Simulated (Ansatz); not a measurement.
Relaxed-ion elastic tensor of TaP in space group P-6m2 (No. 187; Ta on 1e, P on 1b) in GPa (Voigt order), LDA in the plane-wave PAW code Ansatz; density 11.57 g/cm³, 15.21 Å³ per atom.

```csv
,1,2,3,4,5,6
1,320,129,177,0.0,0.0,0.0
2,129,320,177,0.0,0.0,0.0
3,177,177,461,0.0,0.0,0.0
4,0.0,0.0,0.0,222,0.0,0.0
5,0.0,0.0,0.0,0.0,222,0.0
6,0.0,0.0,0.0,0.0,0.0,95.9
```

Q: Is the crystal mechanically stable?

A: Yes: the smallest eigenvalue of C is 95.9 GPa.

Q: Work out the Voigt, Reuss and Hill averages.

A: K_V = 230, K_R = 218, K_H = 224; G_V = 149, G_R = 127, G_H = 138 GPa.

Q: Give Young's modulus, Poisson's ratio, Pugh's ratio and the universal anisotropy index.

A: E = 9KG/(3K + G) = 344 GPa; ν = 0.24; K/G = 1.62 (brittle by the Pugh limit of 1.75); A_U = 5G_V/G_R + K_V/K_R − 6 = 0.93.

Q: Estimate the sound speeds and the Debye temperature.

A: v_l = √((K + 4G/3)/ρ) = 5940 m/s, v_t = √(G/ρ) = 3460 m/s, mean 3830 m/s; Θ = (h/k)(3n/4πV)^(1/3) v_m = 461 K.

Q: Solve the Christoffel equation for the three sound speeds along x, y, z.

A: Eigenvalues of C_ijkl n_j n_l equal ρv². In km/s, slowest first: x 2.88, 4.38, 5.26; y 2.88, 4.38, 5.26; z 4.38, 4.38, 6.31.

Q: How much does each axis shrink under pressure?

A: Linear compressibilities β_i = Σ_j S_ij (j = 1 to 3): x 2.0, y 2.0, z 0.66 per TPa.

The workflow started from a Materials Project entry (that database holds measured and hypothetical structures alike); the Crystallography Open Database copy checked does not list it. COD files the formula under space group No. 141, so this cell is another polymorph or a model. Its standing as an ambient phase is unchecked. The LDA relaxation kept the symmetry of its start; of distortions, only those at the zone centre were tested. The run is not spin-polarised. As this level gives no gap, shear constants depend on the k-mesh and smearing (Fermi–Dirac, 0.1 eV here). Scalar-relativistic: spin–orbit coupling is off unless named, which matters more the heavier the elements.

Potentials: the earlier of the program's two PAW sets.
